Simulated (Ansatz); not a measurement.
A geometry of Be away from equilibrium: the start of the relaxation of a randomly generated symmetric cell of Be (space group No. 59). Level of theory: r2SCAN (plane waves to 500 eV, PAW, scalar-relativistic; Ansatz, a program for electronic structure). Γ-centred k-mesh 21×10×9 on the run's cell (coarser than for final values), Fermi–Dirac smearing 0.05 eV.

```xyz
2
Lattice="1.5414 0.0000 0.0000 0.0000 3.2584 0.0000 0.0000 0.0000 3.5240" Properties=species:S:1:pos:R:3 pbc="T T T"
Be     0.0000     0.0000     3.2053
Be     0.7707     1.6292     0.3187
```

Question: Which atoms carry the largest force, and which way does it point?

Answer: 0.14 eV/Å, on Be1, Be2 (atoms numbered as listed); on Be1 its components are (0.00, 0.00, 0.14).

Question: What is the pressure?

Answer: +82.3 GPa, compression positive.

Question: How much energy per atom can still be gained by relaxing?

Answer: 2.57 eV/atom; the path ends in Fm-3m (No. 225) (fcc (Cu type)).

No spin polarisation in the result.

The run could not lose the symmetry of its start: the end is stationary, and may be a saddle point rather than a minimum.

The end of the path is a generated cell of Be: the first start was made by a random draw of sites in a space group, and the end was not matched to a known phase here, so it may be hypothetical. Known forms of Be include space group No. 194.
